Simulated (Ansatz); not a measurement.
Consider the following.

HfO2 (tetragonal-ZrO2 type, space group P4_2/nmc)

```
CELL_PARAMETERS angstrom
      3.60482     0.00000     0.00000
      0.00000     3.60482     0.00000
      0.00000     0.00000     5.26502
ATOMIC_POSITIONS crystal
  Hf 0.00000 0.00000 0.00000
  Hf 0.50000 0.50000 0.50000
  O  0.00000 0.50000 0.19324
  O  0.00000 0.50000 0.69324
  O  0.50000 0.00000 0.30676
  O  0.50000 0.00000 0.80676
```

Scan: atom 6 (O, nearest neighbour Hf at 2.070 Å; its periodic images, 3.6 Å or more away, move with it) is displaced towards the nearest neighbour, direction (-0.871, 0.000, 0.492) in Cartesian axes, by s. The other atoms stay.

Level of theory: PBE (plane waves to 420 eV, PAW, scalar-relativistic; Ansatz, a quantum-chemistry and plane-wave program). k mesh 7×7×5 (Γ-centred), Fermi-Dirac smearing 0.05 eV. Energies are smeared free energies. HfO2 is run without spin polarisation. HfO2 was relaxed with its symmetry unable to fall. Spin-orbit coupling is left out, though Hf is heavy. The PAW data are Ansatz's earlier set. This is a high-temperature form of HfO2. The zero of ΔE is the undisplaced structure.

The scan covers s from -0.210 to 0.210 Å in 11 points.

**Question.** Is the energy the same for displacements of ±0.210 Å, and if not, which side lies higher?

**Answer.** Not even: the positive side lies higher at ±0.210 Å. With its periodic images moving along, the atom's site symmetry in this cell is mm2.

**Question.** What is the energy change at s = 0.210 Å?

**Answer.** 450 meV/cell.

**Question.** What force acts on the atom along the line at s = -0.210 Å?

**Answer.** 2.72 eV/Å.

**Question.** What is the force constant k = d²E/ds² of this move at s = 0?

**Answer.** 16.5 eV/Å².

(A displaced cell: forces are minus the slopes of the energy, force constants its curvatures, and phonons follow from these.)
